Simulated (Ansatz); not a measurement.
## Ag: stationary points along a deformation path

Method: DFT PBEsol, scalar-relativistic, plane waves, PAW in Ansatz. The runs took a 420 eV cutoff, a Γ-centred 28×28×28 mesh and Gaussian smearing (0.15 eV). No spin polarisation. Energies are free energies at this smearing, counted from the undisturbed cell; pressure is positive in compression.

The undisturbed cell (relaxed at this level; with this scan's settings it stands at -0.1 GPa):

```xyz
1
Lattice="0.0000 2.0272 2.0272 2.0272 0.0000 2.0272 2.0272 2.0272 0.0000" Properties=species:S:1:pos:R:3 pbc="T T T"
Ag    0.0000    0.0000    0.0000
```

At fixed volume and fractional coordinates, lengths along (0.000, 0.000, 1.000) are scaled against those across it; ρ is that ratio over its starting value. V = 16.662 Å³/atom. Δσ is the stress along the axis less the mean stress across it (compression positive).

```
    ρ  ΔE (meV/atom)  Δσ (GPa) space group
0.650           36.5     -0.26       I4/mmm
0.707           38.5      0.00        Im-3m
0.780           32.8      1.49       I4/mmm
0.850           20.3      2.55       I4/mmm
0.920            7.2      2.07       I4/mmm
0.960            2.1      1.35       I4/mmm
1.000            0.0      0.00        Fm-3m
1.050            3.9     -2.43       I4/mmm
1.100           16.2     -5.27       I4/mmm
1.200           67.3    -12.29       I4/mmm
1.300          160.1    -21.73       I4/mmm
1.414          322.7    -34.25       I4/mmm
1.500          482.7    -44.22       I4/mmm
```

Q: How does the stress give the slope of the energy, and where is the energy stationary?

A: Along the path d ln(length) is 2/3 d ln ρ on the axis and −1/3 d ln ρ across it, so dE/d ln ρ = −(2/3) V Δσ: the energy falls with ρ where Δσ is positive. Δσ vanishes or changes sign at ρ = 0.707 (Im-3m), a maximum at 38.5 meV/atom; at ρ = 1.000 (Fm-3m), a minimum at 0.0 meV/atom. Pairs of stationary points between two samples would go unseen, and could change a minimum read from distant neighbours into a maximum. At ρ = 0.707, 1.000 the cell is cubic, where symmetry alone makes the stress isotropic and the slope zero.

Q: Which shear constant sets the curvature at ρ = 1?

A: For a cubic crystal E/V = (2/3) C (ln ρ)² with C = C′ = (C11 − C12)/2, so Δσ = −2C ln ρ. The parabola of Δσ against ln ρ through ρ = 0.960, 1 and 1.050 gives C ≈ 20 GPa with the ions clamped, rough because the steps are large.

Q: Integrate that slope from ρ = 1 to 1.200 by the trapezoid rule.

A: With V/N in Å³ and 1 eV/Å³ = 160.2 GPa the slopes at ρ = 1.000, 1.050, 1.100, 1.200 are 0, 168, 365, 852 meV/atom per unit of ln ρ. The steps add 4.1 + 12.4 + 53.0 = 69.5 meV/atom, against 67.3 from the energies; the trapezoid rule misses the curvature of the slope within each step.

In a metal these slopes depend on the k mesh and the smearing.

Cost: 13 runs of about 3.1 core-minutes in all, on Arm Neoverse V2 (shared hosts).